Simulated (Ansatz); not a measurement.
A relaxed cell of Al4Cu is given with its symmetry left out. The cell was found from a structure generator's guess, not taken from experiment.

All numbers below come from Ansatz 0.2.0, DFT PBE, scalar-relativistic, plane waves, PAW. Cutoff 420 eV, Γ-centred mesh, Gaussian smearing, no spin polarisation.

```
Al Cu
1.0
    -1.41658    1.41658    9.55633
     1.41658   -1.41658    9.55633
     1.41658    1.41658   -9.55633
Al Cu
4 1
Direct
  0.58803 0.58803 0.00000
  0.19607 0.19607 0.00000
  0.80393 0.80393 0.00000
  0.41197 0.41197 0.00000
  0.00000 0.00000 0.00000
```

Formation energies are uncorrected and refer to the elements' standard structures at the same level.

Question: Find its symmetry and describe it.

Answer: I4/mmm (No. 139), with Al and Cu ordered on fcc sites. Conventional cell: a = 2.833 Å, c = 19.113 Å. Al on its first site is surrounded by 4 Cu at 2.62 Å, 8 Al at 2.83–2.88 Å and 1 Al at 3.37 Å; Al on its second site is surrounded by 12 Al at 2.83–2.88 Å; Cu is surrounded by 8 Al at 2.62 Å and 4 Cu at 2.83 Å.

Question: What is its formation energy per atom?

Answer: −0.07 eV/atom. A negative formation energy is needed for stability but isn't enough: competing phases decide.

Question: Is it a metal?

Answer: Yes, bands cross the Fermi level on the 18×18×18 mesh.

The last run used an 18×18×18 mesh for its 5-atom cell and Gaussian smearing of 0.10 eV. Symmetry constrained the relaxation, so the result can be a saddle point.
